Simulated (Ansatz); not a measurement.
Data:

SnPt:
```xyz
4
Lattice="4.1237 0.0000 0.0000 -2.0619 3.5713 0.0000 0.0000 0.0000 5.4421" Properties=species:S:1:pos:R:3 pbc="T T T"
Sn     2.0619     1.1904     4.0815
Sn     0.0000     2.3808     1.3605
Pt     0.0000     0.0000     2.7210
Pt     0.0000     0.0000     0.0000
```

This is the PBEsol-relaxed structure.

Problem. All from PBEsol in the plane-wave PAW code Ansatz, unless another level is named. Estimate the Young's modulus.

Solution. 130 GPa.

Problem. Next, the highest zone-centre frequency?

Solution. 191 cm⁻¹.

Space group P6_3/mmc (NiAs type). The first step of the workflow began from a Materials Project structure, measured or hypothetical; the Crystallography Open Database files this formula in space group No. 194, but the cells were not matched. Its standing as an ambient phase is unchecked. The cell was relaxed with PBEsol under the symmetry of its start; whether a distortion lowers the energy is not shown. No spin polarisation was allowed. As this level gives no gap, phonon frequencies hold no LO–TO term and depend on the k-mesh and smearing (Fermi–Dirac, 0.1 eV here). Spin–orbit coupling is left out wherever it is not named.

Potentials: the later of the program's two PAW sets.
